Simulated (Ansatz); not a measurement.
**Is this Be2S structure a true minimum?**

It was reached by relaxing an invented guess, and it needn't be the stable form of this composition.

These are results of Ansatz, DFT PBE, scalar-relativistic, plane waves, PAW, not measurements. Settings: cutoff 420 eV, Γ-centred mesh 15×15×14 on the computed 3-atom cell, Gaussian smearing of 0.10 eV; no spin polarisation.

The cell below (3 atoms, space group P6/mmm (No. 191)) is relaxed within its symmetry.

```yaml
crystal:
  lattice:
    - [3.55577, 0.00000, 0.00000]
    - [-1.77788, 3.07939, 0.00000]
    - [0.00000, 0.00000, 3.21768]
  atoms:
    - { symbol: Be, position: [0.33333, 0.66667, 0.50000] }
    - { symbol: Be, position: [0.66667, 0.33333, 0.50000] }
    - { symbol: S, position: [0.00000, 0.00000, 0.00000] }
```

For the test a repeat of it with 6 atoms (edges 3.56, 3.56, 6.44 Å) was strained at random (σ = 1.5 % a component), the atoms were moved at random (σ = 0.15 Å), and all was relaxed again on a coarse 9×9×4 mesh (in the run’s order of axes) with 0.20 eV smearing, with no symmetry imposed.

Task: What happens?

Result: It doesn't return. The energy falls by 737 meV/atom on that mesh, the volume changes by 11.5 %, and the end has space group P-4m2 (No. 115) at a loose tolerance. Relaxed again on a 14×14×12 mesh with 0.10 eV smearing, the new structure lies 738 meV/atom below the first (mesh in the axes of the run's cell; the cell below is made exact in the group named). Space group P-4m2 (No. 115), tetragonal, a = 3.158 Å, c = 3.940 Å. Around Be lie 2 S at 2.05 Å; around S lie 4 Be at 2.05 Å.

Space group P-4m2 (No. 115). a = 3.158 Å, b = 3.158 Å, c = 3.940 Å, α = 90.00°, β = 90.00°, γ = 90.00°
| atom | site | symmetry | x | y | z |
| --- | --- | --- | --- | --- | --- |
| Be | 2g | 2mm. | 0.0000 | 0.5000 | 0.1685 |
| S | 1c | -4m2 | 0.5000 | 0.5000 | 0.5000 |
